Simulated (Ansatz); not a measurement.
Method: DFT PBE, scalar-relativistic, plane waves, PAW (Ansatz 0.2.0). Settings: cutoff 420 eV, Γ-centred meshes spaced at most about 0.3 Å⁻¹ (2π included), Gaussian smearing. No spin polarisation in the final relaxations.

All energies are static (0 K, no zero-point motion). All come from trial cells, and lower structures may exist.

Question: Order these relaxed structures of Al2BAs3 by energy, lowest first, with the energy over the lowest of them.
1.

```
CELL_PARAMETERS angstrom
3.83889 0.00000 0.00000
-1.91944 3.32458 0.00000
0.00000 0.00000 9.56348
ATOMIC_POSITIONS crystal
Al 0.00000 0.00000 0.98846
Al 0.33333 0.66667 0.34384
B 0.66667 0.33333 0.66016
As 0.00000 0.00000 0.72852
As 0.66667 0.33333 0.44222
As 0.33333 0.66667 0.08680
```

2.

```
CELL_PARAMETERS angstrom
-1.89933 1.89933 8.37190
1.89933 -1.89933 8.37190
1.89933 1.89933 -8.37190
ATOMIC_POSITIONS crystal
Al 0.65983 0.65983 0.00000
Al 0.34017 0.34017 0.00000
B 0.00000 0.00000 0.00000
As 0.56813 0.06813 0.50000
As 0.25000 0.75000 0.50000
As 0.93187 0.43187 0.50000
```

Answer: 2 (0 meV/atom), 1 (18 meV/atom). Forms: 2 Al and B ordered on zinc blende sites, I-4m2; 1 Al and B ordered on zinc blende sites, P3m1. Counting As atoms around Al and B (those within 1.25 times the shortest such distance or 1.15 times the sum of covalent radii; a plus sign parts nearer from farther groups): cell 2 has Al 4, B 4; cell 1 has Al 4, B 1+3.

Cells relaxed within their symmetry can be saddle points. Some structure types and database cells were kept out of the candidates from the start, so a known form may be missing.
